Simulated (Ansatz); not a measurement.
FeHO2 (space group Pnma)

```xyz
16
Lattice="9.4746 0.0000 0.0000 0.0000 2.7878 0.0000 0.0000 0.0000 4.3220" Properties=species:S:1:pos:R:3 pbc="T T T"
Fe     6.0596     0.6970     0.1911
Fe     3.4150     2.0909     4.1308
Fe     8.1523     2.0909     2.3521
Fe     1.3223     0.6970     1.9699
H      8.5379     0.6970     0.3137
H      0.9367     2.0909     4.0083
H      5.6740     2.0909     2.4746
H      3.8006     0.6970     1.8473
O      8.9476     0.6970     1.2733
O      0.5270     2.0909     3.0487
O      5.2643     2.0909     3.4343
O      4.2103     0.6970     0.8877
O      1.8646     2.0909     0.8364
O      7.6100     0.6970     3.4855
O      2.8727     0.6970     2.9974
O      6.6019     2.0909     1.3245
```

The slice is a (100) plane (indices of the conventional cell) through the point (0.697, 0.750, 0.306) (fractional), spanned by u = [010] and v = [001] in vectors of this cell: u (2.79 Å) and v (4.32 Å, at 90° to u). It covers one period; positions are fractions (u, v).

Level of theory: PBEsol (plane waves to 420 eV, PAW, scalar-relativistic; Ansatz, a quantum-chemistry and plane-wave program). k mesh 4×13×9. Near the nuclei the fields are pseudised (PAW); where an atom keeps semicore shells as valence, they peak there. FeHO2 is run spin-polarised and with no Hubbard U. FeHO2 was relaxed with its symmetry unable to fall. Relaxed FeHO2 ends ferromagnetic. Other magnetic orders were not checked, so this need not be the ground state.

Three fields on this plane, each scaled to ten steps between its own extremes (0 low, 9 high; the total valence density on a logarithmic scale, the potential cut 8 eV below its top; x marks points blanked near nuclei; v = 0 in the bottom row):

Map A
```
|xx976443344679x|
|x98755444455789|
|887655566555678|
|665555788755556|
|444457899875444|
|333457999975433|
|223457999975432|
|222456888865422|
|122345677654322|
|112234555543221|
|112234455443221|
|111233444433211|
|111223333332211|
|111122233222111|
|111111222211111|
|111111111111111|
|221110000001112|
|332210000001223|
|444321000012344|
|665432000023456|
|877542100124577|
|x98653211235689|
|xx975422224579x|
|xxx8643223468xx|
```

Map B
```
|xx898411114898x|
|x89972111127998|
|999831133113899|
|887411355311478|
|553112466421135|
|221123566532112|
|011134444443111|
|001123322332110|
|001112211221110|
|000111111111100|
|000011111111000|
|000011222211000|
|000012333321000|
|000001233210000|
|000001122110000|
|000000011000000|
|000000000000000|
|221100000000112|
|664310000001346|
|998631000013689|
|999863000036899|
|x89974100147998|
|xx898520025898x|
|xxx9952002599xx|
```

Map C
```
|xx000343343000x|
|x00010000001000|
|000000000000000|
|002000000000020|
|543000000000034|
|664000000000046|
|764000000000046|
|765100000000156|
|776300000000367|
|877520000002577|
|887653000035678|
|888765433456788|
|888887666678888|
|888888877888888|
|888899999999888|
|788899999999888|
|778899999999887|
|677899999999877|
|666789999998766|
|005689999998650|
|000378999987300|
|x00067899876000|
|xx001788887100x|
|xxx0056666500xx|
```

Q: Assign the maps to these fields: ELF of the up spins; valence electron density; electrostatic potential energy of an electron, from the cell's mean.

A: A is the valence electron density; B is the ELF of the up spins; C is the electrostatic potential energy of an electron, from the cell's mean.
